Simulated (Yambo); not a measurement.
```
Cs2SiF6
1.0
    0.00000     4.41410     4.41410
    4.41410     0.00000     4.41410
    4.41410     4.41410     0.00000
F Si Cs
6 1 2
Direct
  0.80699   0.19301   0.80699
  0.19301   0.80699   0.19301
  0.80699   0.19301   0.19301
  0.19301   0.80699   0.80699
  0.80699   0.80699   0.19301
  0.19301   0.19301   0.80699
  0.00000   0.00000   0.00000
  0.75000   0.75000   0.75000
  0.25000   0.25000   0.25000
```

Response from Yambo on norm-conserving PBEsol (Quantum ESPRESSO, 84 Ry, no spin-orbit coupling) bands: 4×4×4 mesh, 132 bands, 3 Ry local-field block, 0.2 eV broadening.

Problem. Give the static electronic dielectric constant without and with local fields.

Solution. 
```csv
field along,"ε(0), independent particles","ε(0), RPA with local fields",refractive index √ε
x,2.22,1.97,1.40
```
Electronic (clamped-ion) response only. PBEsol gaps are usually too small, which raises these values. Convergence of the RPA response with its 4×4×4 mesh was not tested.

Geometry of the Materials Project entry, not relaxed at this level.
